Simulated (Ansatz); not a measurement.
The relaxed structure here is a generated cell of Pt: the first start was made by placing the elements on the sites of a structure type, and the end was not matched to a known phase here, so it may be hypothetical. Known forms of Pt include space group No. 225.

A relaxed cell of Pt (I4/mmm (No. 139)), relaxed on a k-mesh at least as fine as the one used below. These are PBEsol (plane waves to 420 eV, PAW, scalar-relativistic; Ansatz, an electronic-structure program) values and carry that method's errors. Γ-centred k-mesh 8×15×14 on the run's cell (coarser than for final values), Fermi–Dirac smearing 0.05 eV.

```xyz
2
Lattice="-3.3526 3.3526 2.7045 1.6763 -1.6763 1.3523 1.6763 1.6763 -1.3523" Properties=species:S:1:pos:R:3 pbc="T T T"
Pt     0.0000     0.0000     0.0000
Pt    -1.6763     1.6763     1.3523
```

The atoms are displaced by (Å):

```
atom      ux      uy      uz
----  ------  ------  ------
Pt1    0.146  -0.001  -0.023
Pt2   -0.018   0.034  -0.004
```

Question: What forces (eV/Å) and pressure result?

Answer: 
```csv
atom,Fx,Fy,Fz
Pt1,-1.01,0.36,0.41
Pt2,1.01,-0.36,-0.41
```

Pressure +1.9 GPa.

Question: Estimate the energy cost of the displacement in the harmonic approximation and compare with the calculation.

Answer: For a harmonic well ΔE = −½ Σ F·u = 0.094 eV a cell, or 47 meV/atom. The calculated energy relative to the undisplaced cell is +0.05 eV/atom, so the harmonic estimate holds well.

No spin polarisation in the result.

The run that gave the undisplaced cell could not lose the symmetry of its start; a randomly shaken copy of 2 atoms returns to this structure.
